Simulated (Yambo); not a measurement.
BaCuSF (space group P4/nmm, No. 129), G0W0@PBEsol in Yambo with this input:

```
rim_cut
gw0
dyson
el_el_corr
HF_and_locXC
ppa
em1d
RandQpts= 1000000
RandGvec= 1 Ry
EXXRLvcs= 92 Ry
VXCRLvcs= 368 Ry
Chimod= "HARTREE"
% BndsRnXp
 9 | 182 |
%
NGsBlkXp= 6 Ry
% LongDrXp
 1.0 | 1.0 | 1.0 |
%
PPAPntXp= 27.2114 eV
% GbndRnge
 1 | 182 |
%
GTermKind= "BG"
DysSolver= "n"
ExtendOut
```

On a 4×4×1 mesh, with wavefunctions cut at 92 Ry, the gap (Γ → Γ) is 2.622 eV and the valence edge shifts by -0.551 eV.

Question: What happens with this change: 2×2×1 mesh?

Answer: The gap falls by 0.076 eV, to 2.546 eV; the shift of the valence edge becomes -0.464 eV. Neither run is shown to be the converged limit.

Geometry of the Materials Project entry, not relaxed at this level; primitive cell a = b = 4.130 Å, c = 9.106 Å, α = β = γ = 90.00°.

The structure is a Materials Project entry; no match was found in the copy of COD used, and its stability was not checked.

A shift is the quasiparticle energy of the state minus its PBEsol energy.
